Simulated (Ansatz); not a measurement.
MgS (rock salt, Fm-3m) at seven volumes, the program Ansatz at the PBE level (PAW), scaled uniformly. One row is withheld.

```
V (Å³/atom)  P (GPa)
-----------  -------
16.268             ?
16.804          5.20
17.341          2.41
17.877          0.01
18.413         -2.05
18.950         -3.82
19.486         -5.33
```

Fit the shown pressures and predict the withheld one.

P = (3/2)B₀(x^(7/2) − x^(5/2))[1 + (3/4)(B′ − 4)(x − 1)] with x = (V₀/V)^(2/3). Least squares on the six rows gives V₀ = 17.879 Å³/atom, B₀ = 73.9 GPa, B′ = 4.09. At V = 16.268, x = 1.0650 and P = 8.47 GPa. The run itself gave 8.46 GPa.

Symmetry was held in the PBE relaxation.

Potentials: the earlier of the program's two PAW sets.
